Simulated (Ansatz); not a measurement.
Relaxation of a generated cell, SnTe built in the 4H structure type; 8 atoms in the cell, which starts as P6₃mc (No. 186), hP8; a = b = 4.8817 Å, c = 15.9815 Å, α = β = 90.00°, γ = 120.00°. Method: PBE (plane waves to 420 eV, PAW, scalar-relativistic; Ansatz, a program for electronic structure). Γ-centred k-mesh 6×6×2 on the run's cell (coarser than for final values), Fermi–Dirac smearing 0.05 eV. This is the first round of the run. 

The optimiser's lines from the output (shortened; P is positive under compression):

```
relax step   1: F+E_penalty+E_count = -52017.39401401 eV  Δ(F+E_penalty+E_count) = +0.000e0 eV  max|allowed force component| = 9.833e-2 eV/Å  Δτ_max = 0.0000 Å  P = +3.949 GPa  Ω = 329.835 Å³  (9 SCF iters, dr2 threshold 1.00e-7 eV, accepted)
relax step   2: F+E_penalty+E_count = -52017.88198976 eV  Δ(F+E_penalty+E_count) = -4.880e-1 eV  max|allowed force component| = 1.186e-2 eV/Å  Δτ_max = 0.0233 Å  P = -0.242 GPa  Ω = 376.925 Å³  (7 SCF iters, dr2 threshold 8.00e-7 eV, accepted)
relax step   3: F+E_penalty+E_count = -52017.89827516 eV  Δ(F+E_penalty+E_count) = -1.629e-2 eV  max|allowed force component| = 6.471e-3 eV/Å  Δτ_max = 0.0146 Å  P = -0.081 GPa  Ω = 374.069 Å³  (5 SCF iters, dr2 threshold 7.58e-7 eV, accepted)
relax step   4: F+E_penalty+E_count = -52017.92533448 eV  Δ(F+E_penalty+E_count) = -2.706e-2 eV  max|allowed force component| = 9.269e-3 eV/Å  Δτ_max = 0.0203 Å  P = -0.086 GPa  Ω = 373.256 Å³  (5 SCF iters, dr2 threshold 7.37e-7 eV, accepted)
relax step   5: F+E_penalty+E_count = -52018.06718001 eV  Δ(F+E_penalty+E_count) = -1.418e-1 eV  max|allowed force component| = 6.797e-2 eV/Å  Δτ_max = 0.0625 Å  P = -0.157 GPa  Ω = 368.988 Å³  (6 SCF iters, dr2 threshold 8.00e-7 eV, accepted)
relax step   6: F+E_penalty+E_count = -52018.24793729 eV  Δ(F+E_penalty+E_count) = -1.808e-1 eV  max|allowed force component| = 1.957e-1 eV/Å  Δτ_max = 0.0598 Å  P = -0.209 GPa  Ω = 362.286 Å³  (6 SCF iters, dr2 threshold 8.00e-7 eV, accepted)
relax step   7: F+E_penalty+E_count = -52018.41244090 eV  Δ(F+E_penalty+E_count) = -1.645e-1 eV  max|allowed force component| = 9.964e-2 eV/Å  Δτ_max = 0.0845 Å  P = -0.692 GPa  Ω = 357.715 Å³  (6 SCF iters, dr2 threshold 8.00e-7 eV, accepted)
relax step   8: F+E_penalty+E_count = -52018.56057920 eV  Δ(F+E_penalty+E_count) = -1.481e-1 eV  max|allowed force component| = 2.066e-1 eV/Å  Δτ_max = 0.0949 Å  P = -0.270 GPa  Ω = 341.591 Å³  (6 SCF iters, dr2 threshold 8.00e-7 eV, accepted)
relax step   9: F+E_penalty+E_count = -52018.57932263 eV  Δ(F+E_penalty+E_count) = -1.874e-2 eV  max|allowed force component| = 1.398e-1 eV/Å  Δτ_max = 0.1377 Å  P = +0.090 GPa  Ω = 329.163 Å³  (6 SCF iters, dr2 threshold 8.00e-7 eV, accepted)
relax step  10: F+E_penalty+E_count = -52018.60125268 eV  Δ(F+E_penalty+E_count) = -2.193e-2 eV  max|allowed force component| = 6.746e-2 eV/Å  Δτ_max = 0.0369 Å  P = +0.062 GPa  Ω = 329.004 Å³  (5 SCF iters, dr2 threshold 8.00e-7 eV, accepted)
relax step  11: F+E_penalty+E_count = -52018.60290607 eV  Δ(F+E_penalty+E_count) = -1.653e-3 eV  max|allowed force component| = 3.115e-2 eV/Å  Δτ_max = 0.0351 Å  P = -0.068 GPa  Ω = 331.092 Å³  (5 SCF iters, dr2 threshold 2.84e-7 eV, accepted)
relax step  12: F+E_penalty+E_count = -52018.60376706 eV  Δ(F+E_penalty+E_count) = -8.610e-4 eV  max|allowed force component| = 2.993e-3 eV/Å  Δτ_max = 0.0113 Å  P = +0.002 GPa  Ω = 330.319 Å³  (5 SCF iters, dr2 threshold 6.06e-8 eV, accepted)
relax step  13: F+E_penalty+E_count = -52018.60793598 eV  Δ(F+E_penalty+E_count) = -4.169e-3 eV  max|allowed force component| = 3.032e-3 eV/Å  Δτ_max = 0.0000 Å  P = +0.029 GPa  Ω = 330.319 Å³  stress off target by 5.16e-2 GPa  SCF on the basis re-selected at this cell (its energy is not comparable with the rows above)  (7 SCF iters)
relax step  14: F+E_penalty+E_count = -52018.60798142 eV  Δ(F+E_penalty+E_count) = -4.544e-5 eV  max|allowed force component| = 3.554e-3 eV/Å  Δτ_max = 0.0035 Å  P = -0.016 GPa  Ω = 330.730 Å³  (6 SCF iters, dr2 threshold 6.65e-9 eV, accepted)
relax step  15: F+E_penalty+E_count = -52018.60802122 eV  Δ(F+E_penalty+E_count) = -3.981e-5 eV  max|allowed force component| = 3.556e-3 eV/Å  Δτ_max = 0.0000 Å  P = -0.016 GPa  Ω = 330.730 Å³  stress off target by 1.80e-2 GPa  SCF on the basis re-selected at this cell (its energy is not comparable with the rows above)  (6 SCF iters)
```

From the first to the last row the energy changes by -0.15 eV/atom and the volume by +0.3 %. The last row is marked as not comparable with the walk above it, whose basis was carried along; it does compare with step 1, since both stand on a basis selected at the nominal cutoff for their own cell.

Later rounds, restarted from the end of this one on a renewed k-mesh, logged 5 more steps and released under 0.01 eV/atom more. The final structure after all rounds: P6₃mc (No. 186), hP8; a = 5.4383 Å, b = 5.4383 Å, c = 12.8387 Å, α = 90.00°, β = 90.00°, γ = 120.00°. Between re-selections the logged energies stand on a plane-wave basis carried along with the cell. No spin polarisation in the result.

The run could not lose the symmetry of its start, so the end can be a saddle point.

The relaxed structure here is a generated cell of SnTe: the first start was made by placing the elements on the sites of a structure type, and the end was not matched to a known phase here, so it may be hypothetical. Known forms of SnTe include space group No. 225.
